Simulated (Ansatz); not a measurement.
## Calculated ⁷³Ge nuclear quadrupole resonance for GePt at a changed volume

Cell: a structure deposited in the COD, relaxed with PBE at fixed cell and then changed (volume scaled by 0.96, ions relaxed).

Space group Pnma (No. 62); a = 5.6545, b = 3.6510, c = 6.0057 Å.

```
site  Wyckoff  site symmetry       x       y       z
  Ge       4c            .m.  0.8195  0.7500  0.5876
  Pt       4c            .m.  0.9943  0.7500  0.1885
```

One atom of each set is listed.

Method: Kohn–Sham DFT in Ansatz, PBE, plane waves and PAW, scalar-relativistic, 420 eV cutoff, Γ-centred 8×13×8 k-points, Fermi–Dirac smearing 0.05 eV.

⁷³Ge: I = 9/2, Q = -196.0 mb (year-2017 value). Static lattice, zero field.

Task: At which frequencies do the ⁷³Ge NQR lines lie?

Result: For I = 9/2 and η = 0 the lines are |C_Q|/24 times 1, 2, 3 and 4; η shifts the lowest up most. At large η the states mix, and weaker lines appear at sums of the main ones; lines under 5 % of the strongest are left out.

```json
{"site": "Ge", "atoms": "4", "V_zz (10²¹ V/m²)": "6.33", "C_Q (MHz)": "-30.0", "η": "0.98", "line frequencies (MHz)": "3.08, 3.13, 4.52, 4.59, 6.21"}
```

With no gap above 0.1 eV, as in a metal, the gradients converge slowly in k; expect changes of a tenth or more on a denser mesh. Without spin–orbit coupling the gradients at and beside Pt can be off by some per cent, at some sites by more. At this changed cell the PBE pressure is 15 GPa.

The relaxation (4 steps) took 2.9 min of wall time (2.8 min of CPU time) and 1.5 GiB at its peak, on 1 thread of Intel Xeon 6975P-C (Granite Rapids) (x86_64; 16 cores open to the job, memory cap 3.0 GiB, no GPU), a shared host with a load of 0.7 a core.
